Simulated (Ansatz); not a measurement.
SnSe (zinc blende, F-43m), a = b = c = 6.665 Å, α = β = γ = 90.00°; the cell used has 2 atoms.

Relaxed with PBEsol.

### Question
Decompose the optical modes at the zone centre into irreducible representations, and say which are infrared and Raman allowed.

### Answer
Point group -43m: Γ_opt = T2. Infrared: T2. Raman: T2.

### Question
Assign frequencies (DFPT, plane-wave PAW PBEsol (Ansatz code)).

### Answer
T2 118 cm⁻¹.

The start of the workflow was typed in or built on a structure type; neither database checked (COD, Materials Project) lists it. It is not the phase usual at ambient conditions (space group No. 62). The PBEsol relaxation kept the symmetry of its start. At this level the phase is mechanically unstable. As this level gives no gap, phonon frequencies hold no LO–TO term and depend on the k-mesh and smearing (Fermi–Dirac, 0.1 eV here). Scalar-relativistic: spin–orbit coupling is off unless named, which matters more the heavier the elements.

Potentials: the later of the program's two PAW sets.
